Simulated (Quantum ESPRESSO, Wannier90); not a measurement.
**Wannierisation of AlInSb$_{2}$ (R3m)**

Cell from Materials Project (mp-1228866), symmetrised, no further relaxation. Not found in the COD (Crystallography Open Database) copy used; not checked further. Method: PBEsol plane waves in Quantum ESPRESSO 7.5 (PseudoDojo norm-conserving files, 64 Ry, spinors with spin-orbit coupling), Bloch states on a 4×4×4 mesh through Γ, Wannier90 4.0.1. Density: 8×8×8 mesh, cold smearing 0.01 Ry. With spin-orbit coupling a semilocal functional can close or falsely invert a small gap; the band order was not checked against a better method.

```
begin unit_cell_cart
ang
   -2.2762401450    3.9425635814    0.0000000000
   -4.5524802900    0.0000000000    0.0000000000
   -2.2762401450    1.3141878605    7.4029230000
end unit_cell_cart
mp_grid = 4 4 4
```

### Question
Which shells of neighbouring k-points and which b-vectors and weights does Wannier90 pick for this cell and mesh?

### Answer
```
 *---------------------------------- K-MESH ----------------------------------*
 +----------------------------------------------------------------------------+
 |                    Distance to Nearest-Neighbour Shells                    |
 |                    ------------------------------------                    |
 |          Shell             Distance (Ang^-1)          Multiplicity         |
 |          -----             -----------------          ------------         |
 |             1                   0.212186                      2            |
 |             2                   0.404649                      6            |
 |             3                   0.422787                      6            |
 |             4                   0.424372                      2            |
 |             5                   0.488650                      6            |
 |             6                   0.532731                      6            |
 |             7                   0.635502                      6            |
 |             8                   0.636558                      2            |
       ... (lines left out)
 +----------------------------------------------------------------------------+
 | The b-vectors are chosen automatically                                     |
 | The following shells are used:                       1,  2                 |
 +----------------------------------------------------------------------------+
 |                        Shell   # Nearest-Neighbours                        |
 |                        -----   --------------------                        |
 |                          1               2                                 |
 |                          2               6                                 |
 +----------------------------------------------------------------------------+
 | Completeness relation is fully satisfied [Eq. (B1), PRB 56, 12847 (1997)]  |
 +----------------------------------------------------------------------------+
 |                  b_k Vectors (Ang^-1) and Weights (Ang^2)                  |
 |                  ----------------------------------------                  |
 |            No.         b_k(x)      b_k(y)      b_k(z)        w_b           |
 |            ---        --------------------------------     --------        |
 |             1         0.000000    0.000000    0.212186    10.405501        |
 |             2         0.000000    0.000000   -0.212186    10.405501        |
 |             3        -0.345042   -0.199210   -0.070729     2.099889        |
 |             4         0.000000    0.398420   -0.070729     2.099889        |
 |             5        -0.345042    0.199210    0.070729     2.099889        |
 |             6         0.345042    0.199210    0.070729     2.099889        |
 |             7         0.000000   -0.398420    0.070729     2.099889        |
 |             8         0.345042   -0.199210   -0.070729     2.099889        |
```
